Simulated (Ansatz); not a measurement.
The elements of this relaxed trial crystal are hidden behind letters.

```
lattice vectors (Å)
   4.9553   -2.5039    0.0000
   4.9553    2.5039    0.0000
  -0.1827    0.0000    5.8784
fractional positions
X 0.4590 0.5410 0.5000
Z 0.0149 0.4790 0.8448
Z 0.5210 0.9851 0.1552
Q 0.5715 0.2076 0.2975
Q 0.8474 0.6923 0.0694
Q 0.7924 0.4285 0.7025
Q 0.3717 0.8740 0.3172
Q 0.3077 0.1526 0.9306
Q 0.1260 0.6283 0.6828
```

These are results of DFT PBE, scalar-relativistic, plane waves, PAW (Ansatz), not measurements. Plane waves to 420 eV, a 6×6×4 mesh through Γ for the 9-atom cell and 0.02 eV Gaussian smearing; no spin polarisation.

```
Space group                              : C2 (No. 5)
Conventional cell                        : a = 9.911 Å, b = 5.008 Å, c = 5.881 Å, β = 91.8°
Volume per atom                          : 16.21 Å³
Density                                  : 3.76 g/cm³
Energy over the elements                 : −2.936 eV/atom
Gap on the 6×6×4 mesh of the 9-atom cell : 5.03 eV
```

Energies are uncorrected and count from the elements' standard states at the same level.

Problem. X is a d-block element of period 6, Z is a p-block element of period 3 and Q is a p-block element of period 2. Which elements are they?

Solution. X = Hf, Z = Si, Q = O, so the formula is HfSi2O6. Density times volume gives a mean mass of 3.76 × 16.21/1.6605 = 36.7 u per atom, and this set has 36.7 u. Hf has 4 O at 1.94–1.96 Å; Si has 4 O at 1.63–1.64 Å; O on its first site is surrounded by 1 Si at 1.63 Å and 1 Hf at 1.94 Å; 2 more sites not described. Other sets within the hints have nearly the same mass, so mass alone doesn't settle it; this one was computed.

These runs have no spin–orbit coupling, which can matter for Hf. Kohn–Sham gaps at this level usually fall short of measured ones. This cell was reached by moving the atoms of another relaxed cell at random and relaxing again, last within the group found; it had no such test of its own.
